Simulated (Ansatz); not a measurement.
Relaxed Y (hcp, Mg type):

```
CELL_PARAMETERS angstrom
      7.31136     0.00000     0.00000
     -1.82784     3.16591     0.00000
      0.00000     0.00000     5.67880
ATOMIC_POSITIONS crystal
  Y  0.16667 0.66667 0.75000
  Y  0.66667 0.66667 0.75000
  Y  0.33333 0.33333 0.25000
  Y  0.83333 0.33333 0.25000
```

Method: PBE (plane waves to 420 eV, PAW, scalar-relativistic; Ansatz, an electronic-structure program). k mesh 6×12×7 (Γ-centred), Fermi-Dirac smearing 0.05 eV. With partly filled bands, energies and forces of such displacements shift with the k mesh and the smearing. The PAW data are Ansatz's earlier set. Y is run without spin polarisation. Y was relaxed with its symmetry unable to fall.

One atom of the cell was then moved (with its periodic images), all else fixed, and the forces (eV/Å) came out as:

```csv
atom,Fx,Fy,Fz
Y1,0.116,0.095,0.000
Y2,-0.174,-0.155,0.000
Y3,0.016,0.002,0.000
Y4,0.042,0.058,0.000
```

Task: Which atom was moved, and by which vector (Å)?

Result: Y2, by (0.05, 0.05, 0.00), 0.07 Å in all.

(A displaced cell: forces are minus the slopes of the energy, force constants its curvatures, and phonons follow from these.)
